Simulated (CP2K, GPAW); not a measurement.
**NbTe: 4 runs at one level of theory**

```
CELL_PARAMETERS angstrom
3.42570 0.00000 0.00000
0.00000 3.42570 0.00000
0.00000 0.00000 3.42570
ATOMIC_POSITIONS crystal
Nb 0.50000 0.50000 0.50000
Te 0.00000 0.00000 0.00000
```

The cell comes from a database or a generator and needn't be the stable form of this composition.

Alike in all runs: task band structure; functional PBE; k mesh 8 × 8 × 8; occupations fermi-dirac, width 0.05 eV; no spin polarisation; no spin-orbit coupling. Pressure is positive in compression and, in plane waves, holds the error of the finite cutoff.

```json
{"program and potentials": "GPAW, GPAW PAW data sets (gpaw-data 1.2.1)", "plane-wave cutoff (eV)": "600", "notes": "9.5 valence electrons an atom on average", "pressure (GPa)": "-1.03"}
{"program and potentials": "GPAW, GPAW PAW data sets (gpaw-data 1.2.1), other valence", "plane-wave cutoff (eV)": "600", "notes": "10.5 valence electrons an atom on average", "pressure (GPa)": "-1.86"}
{"program and potentials": "CP2K, POTENTIAL_UZH Nb GTH-PBE-q13, Te GTH-PBE-q6; TZVP-MOLOPT-PBE-GTH basis", "plane-wave cutoff (eV)": "-", "notes": "atomic basis; 9.5 valence electrons an atom on average", "pressure (GPa)": "2.55"}
{"program and potentials": "GPAW, PAW data sets generated for this functional", "plane-wave cutoff (eV)": "600", "notes": "9.5 valence electrons an atom on average", "pressure (GPa)": "-1.03"}
```

The pressure spans -1.86 (GPAW, GPAW PAW data sets (gpaw-data 1.2.1), other valence) to 2.55 GPa (CP2K, POTENTIAL_UZH Nb GTH-PBE-q13, Te GTH-PBE-q6; TZVP-MOLOPT-PBE-GTH basis). The pressure on the cell as given of CP2K, POTENTIAL_UZH Nb GTH-PBE-q13, Te GTH-PBE-q6; TZVP-MOLOPT-PBE-GTH basis lies far from the others; the cause wasn't traced. Rows in atomic bases carry the error of their basis and grid, which can be large.

Differences between rows come from potentials, basis sets and numerical settings, since the functional is the same but for its coding. Runs on potential files found faulty are left out.
